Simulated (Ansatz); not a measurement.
ZrIr:
```
ZrIr
1.0
    3.24685     0.00000     0.00000
    0.00000     3.24685     0.00000
    0.00000     0.00000     3.24685
Zr Ir
1 1
Direct
  0.50000   0.50000   0.50000
  0.00000   0.00000   0.00000
```

Relaxed with LDA. Special points in fractions of this cell's reciprocal vectors: Γ (0.000, 0.000, 0.000); X (0.000, 0.500, 0.000); M (0.500, 0.500, 0.000); R (0.500, 0.500, 0.500).

**Question.** List the band energies nearest the Fermi level at these points for LDA in the plane-wave PAW code Ansatz.

**Answer.** In eV from the Fermi level; about four levels below and three above (degenerate sets whole), none deeper than 8.9 eV; points with the same levels are listed once.

```csv
k,below,above
Γ,-5.73 -5.73 -2.48 -2.48 -2.48,1.45 1.45 4.65 4.65 4.65
X,-2.58 -2.58 -1.74 -1.49 -0.01,0.59 0.59 3.05
M,-4.03 -4.03 -0.63 -0.38,0.90 0.90 2.15
R,-2.57 -2.57 -2.57 -0.54 -0.54,3.04 4.92 4.92
```

Space group Pm-3m (CsCl type). The workflow started from a Materials Project entry (that database holds measured and hypothetical structures alike); the Crystallography Open Database files this formula in space group No. 221, but the cells were not matched. Its standing as an ambient phase is unchecked. Symmetry was held in the LDA relaxation. At this level the phase is mechanically unstable. The run is not spin-polarised. Scalar-relativistic: spin–orbit coupling is off unless named, which matters more the heavier the elements.

Potentials: the later of the program's two PAW sets.
